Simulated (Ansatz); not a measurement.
Ir:
```
CELL_PARAMETERS angstrom
      0.00000     1.90548     1.90548
      1.90548     0.00000     1.90548
      1.90548     1.90548     0.00000
ATOMIC_POSITIONS crystal
  Ir 0.00000 0.00000 0.00000
```

Relaxed with LDA. Special points in fractions of this cell's reciprocal vectors: Γ (0.000, 0.000, 0.000); X (0.500, 0.000, 0.500); U (0.625, 0.250, 0.625); K (0.375, 0.375, 0.750); L (0.500, 0.500, 0.500); W (0.500, 0.250, 0.750).

**Question.** List the band energies nearest the Fermi level at these points for plane-wave PAW LDA (Ansatz code).

**Answer.** In eV from the Fermi level; about four levels below and three above (degenerate sets whole), none deeper than 8.9 eV; … stands for higher levels left out; points with the same levels are listed once.

```json
[
 {"k": "Γ", "below": "-4.08 -4.08 -4.08", "above": "…"},
 {"k": "X", "below": "-8.21 -7.64", "above": "0.90 1.51 1.51"},
 {"k": "U", "below": "-7.23 -6.22 -3.02 -0.95", "above": "0.59 …"},
 {"k": "L", "below": "-8.40 -4.18 -4.18 -0.84", "above": "…"},
 {"k": "W", "below": "-6.51 -5.08 -5.08 -1.92", "above": "1.52 …"}
]
```

Space group Fm-3m (fcc (Cu type)). Symmetry was held in the LDA relaxation. No spin polarisation was allowed. Scalar-relativistic: spin–orbit coupling is off unless named, which matters more the heavier the elements.

Potentials: the later of the program's two PAW sets.
